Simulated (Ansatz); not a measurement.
Si:
```cif
data_Si18
_chemical_formula_sum 'Si18'
_space_group_name_H-M_alt 'R-3m :H'
_space_group_IT_number 166
_space_group_name_Hall '-R 3 2"'
_cell_length_a 3.83791
_cell_length_b 3.83791
_cell_length_c 28.44627
_cell_angle_alpha 90.000
_cell_angle_beta 90.000
_cell_angle_gamma 120.000
loop_
_atom_site_label
_atom_site_type_symbol
_atom_site_symmetry_multiplicity
_atom_site_Wyckoff_symbol
_atom_site_fract_x
_atom_site_fract_y
_atom_site_fract_z
_atom_site_occupancy
Si1 Si 6 c 0.00000 0.00000 0.26409 1
Si2 Si 6 c 0.00000 0.00000 0.18068 1
Si3 Si 6 c 0.00000 0.00000 0.04137 1
```
(The calculation used a cell of 6 atoms; values per cell refer to that cell.)

Relaxed with r²SCAN. r²SCAN (plane waves, PAW; program Ansatz) gives a gap of 0.69 eV.

### Question
What gap does HSE06 give on the same cell (Ansatz, PAW)?

### Answer
1.07 eV, 0.38 eV more. The hybrid was solved on a coarser mesh and at special points; its gap is the smallest among all of these.

| k | v1 r²SCAN | c1 r²SCAN | v1 HSE06 | c1 HSE06 |
|---|---|---|---|---|
| Γ | 0.00 | 1.72 | 0.00 | 2.09 |
| T | -0.47 | 1.51 | (withheld) | (withheld) |
| L | -1.44 | 0.92 | (withheld) | (withheld) |
| F | -1.98 | 0.69 | -2.03 | 1.07 |
| S0 | -2.20 | 1.51 | (withheld) | (withheld) |
| H0 | -2.22 | 1.60 | (withheld) | (withheld) |

### Question
Top valence (v1) and lowest conduction level (c1) in eV from each method's valence maximum (which need not be a listed point): supply the withheld HSE06 values.

### Answer

- L, v1 HSE06: -1.48
- L, c1 HSE06: 1.30
- H0, v1 HSE06: -2.27
- H0, c1 HSE06: 2.01
- S0, v1 HSE06: -2.26
- S0, c1 HSE06: 1.91
- T, v1 HSE06: -0.47
- T, c1 HSE06: 1.86

Cost on shared cores: the r²SCAN run (SCF on a 8×8×8 mesh, then bands and DOS) roughly 80 core-seconds, the HSE06 run (SCF on 5×5×5, then a few points) roughly 11 core-minutes; the tasks are unlike.

The start of the workflow was typed in or built on a structure type; neither database checked (COD, Materials Project) lists it. It is not the phase usual at ambient conditions (space group No. 227). The cell was relaxed with r²SCAN under the symmetry of its start; its stability against distortions is not shown here.

Potentials: the later of the program's two PAW sets.
